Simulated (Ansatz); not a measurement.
BP:
```yaml
crystal:
  lattice:
    - [3.15843, 0.00000, 0.00000]
    - [-1.57921, 2.73528, 0.00000]
    - [0.00000, 0.00000, 5.24156]
  atoms:
    - { symbol: B, position: [0.66667, 0.33333, 0.50048] }
    - { symbol: B, position: [0.33333, 0.66667, 0.00048] }
    - { symbol: P, position: [0.66667, 0.33333, 0.87452] }
    - { symbol: P, position: [0.33333, 0.66667, 0.37452] }
```

x, y and z are the axes in which the lattice vectors are written.

Q: Give the proper piezoelectric stress tensor with relaxed ions from plane-wave PAW LDA (Ansatz code).

A: In C/m², rows x, y, z, Voigt columns; mesh uncertainty up to 0.01.
```
 0.00   0.00   0.00   0.00   0.11   0.00
 0.00   0.00   0.00   0.11   0.00   0.00
 0.14   0.14  -0.32   0.00   0.00   0.00
```

The elastic tensor of the same run (GPa):

```
 427  66.2  29.5   0.0   0.0   0.0
66.2   427  29.5   0.0   0.0   0.0
29.5  29.5   481   0.0   0.0   0.0
 0.0   0.0   0.0   138   0.0   0.0
 0.0   0.0   0.0   0.0   138   0.0
 0.0   0.0   0.0   0.0   0.0   181
```

Q: Convert to strain constants d = e·S.

A: In pC/N:
```
 0.0   0.0   0.0   0.0   0.8   0.0
 0.0   0.0   0.0   0.8   0.0   0.0
 0.3   0.3  -0.7   0.0   0.0   0.0
```

Space group P6_3mc (wurtzite). The workflow started from a Materials Project entry (that database holds measured and hypothetical structures alike); the Crystallography Open Database copy checked does not list it. It is not the phase usual at ambient conditions (space group No. 216). The LDA relaxation kept the symmetry of its start; whether a distortion lowers the energy is not shown. Signs of piezoelectric constants follow the polarity of the cell as given.

Potentials: the earlier of the program's two PAW sets. The files were generated under PBE; for other functionals the program regenerates the frozen cores, and for LDA and PBEsol the local potential too.
